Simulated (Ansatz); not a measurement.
**Compressing CuI: a fit and a missing row**

CuI, F-43m, a = 6.023 Å. Ansatz: r2SCAN, PAW, 500 eV, Γ-centred 8×8×8 mesh on 2 atoms, Gaussian smearing 0.02 eV; no spin polarisation. Symmetry fixes shape and atoms, so the cell is only scaled; pressure is positive in compression.

```tsv
V (Å³/atom)	P (GPa)
24.040	7.76
24.859	5.25
25.679	3.16
26.499	?
27.318	-0.01
28.138	-1.21
28.957	-2.20
30.050	-3.27
```

Problem. Take V0 = 27.318 Å³/atom, count pressures from its P0 = -0.01 GPa, fit the third-order Birch–Murnaghan form to the other rows, and predict the missing pressure.

Solution. With the Eulerian strain f = ½[(V0/V)^(2/3) − 1] and y = (P − P0)/[3f(1 + 2f)^(5/2)], the form is the line y = B0 + 1.5 B0 (B0′ − 4) f. Rows (f, y): 0.04448, 47.1; 0.03245, 46.2; 0.02106, 45.3; -0.00976, 43.1; -0.01905, 42.2; -0.03078, 41.4. Means f = 0.006400, y = 44.217; Σ(Δf)² = 0.004635, ΣΔfΔy = 0.3514; the slope is their ratio. y = 43.73 + 75.83 f GPa, so B0 = 43.7 GPa and B0′ = 4 + 2 × (75.83)/(3 × 43.73) = 5.16. At V = 26.499, f = 0.01025, y = 44.51 and P = 1.43 GPa. The run gave 1.43 GPa, the same to the digits shown.